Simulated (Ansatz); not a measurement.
Input:

TeW:
Space group P6₃/m (No. 176); a = 9.1825 Å, b = 9.1825 Å, c = 4.5248 Å, α = 90.00°, β = 90.00°, γ = 120.00°

```
atom  site  symmetry       x       y       z
----  ----  --------  ------  ------  ------
W       6h       m..  0.1884  0.0538  0.2500
Te      6h       m..  0.2855  0.4011  0.2500
```

This is the r²SCAN+D4-relaxed structure.

Q: All from r²SCAN+D4 in the plane-wave PAW code Ansatz, unless another level is named. Predict the electronic character.

A: metallic (no gap).

Q: Next, the formation energy from the elements (no fitted shifts)?

A: -45 meV/atom.

Q: Predict the density of states at the Fermi level.

A: 0.59 states/eV per atom (mean over ±0.08 eV).

Space group P6_3/m. The start of the workflow was typed in or built on a structure type; neither database checked (COD, Materials Project) lists it. Its standing as an ambient phase is unchecked. The r²SCAN+D4 relaxation kept the symmetry of its start; its stability against distortions is not shown here. No spin polarisation was allowed. The references are the lowest solids computed at this level, not always the standard phases. Scalar-relativistic: spin–orbit coupling is off unless named, which matters more the heavier the elements.

Potentials: the earlier of the program's two PAW sets.
